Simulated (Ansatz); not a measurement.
Starting cell, CdTe (zinc blende):

```
CdTe
1.0
    0.00000     3.30902     3.30902
    3.30902     0.00000     3.30902
    3.30902     3.30902     0.00000
Te Cd
1 1
Direct
  0.75000   0.75000   0.75000
  0.00000   0.00000   0.00000
```

In this cell atom 1 (Te, nearest neighbour Cd at 2.866 Å; its periodic images, 4.7 Å or more away, move with it) is moved by s towards the nearest neighbour, unit vector (-0.577, -0.577, 0.577); all other atoms and the cell stay fixed.

These are PBE (plane waves to 420 eV, PAW, scalar-relativistic; Ansatz, an electronic-structure program) values and carry that method's errors. k mesh 7×7×7 (Γ-centred), Fermi-Dirac smearing 0.05 eV. The energy includes the smearing's −TS. CdTe was relaxed with its symmetry unable to fall. Spin-orbit coupling is left out, though Te is heavy. The zero of ΔE is the undisplaced structure.

```tsv
s (Å)	ΔE (meV/cell)
-0.290	109.4
-0.232	75.2
-0.174	45.4
-0.116	21.7
-0.058	5.8
0.000	0.0
0.058	6.7
0.116	29.1
0.174	70.5
0.232	135.5
0.290	228.9
```

What force constant k = d²E/ds² at s = 0 does the table give?

3.7 eV/Å². It is the second difference of the nearest points, corrected with the next pair.

With k = 3.72 eV/Å² from the forces, is the well harmonic out to s = 0.290 Å?

½ks² = 156.6 meV/cell against the computed 228.9 meV/cell, so the well is stiffer than harmonic there.

(For displaced atoms, the force is minus the slope of the energy, and its curvature is a force constant, which sets phonon frequencies.)
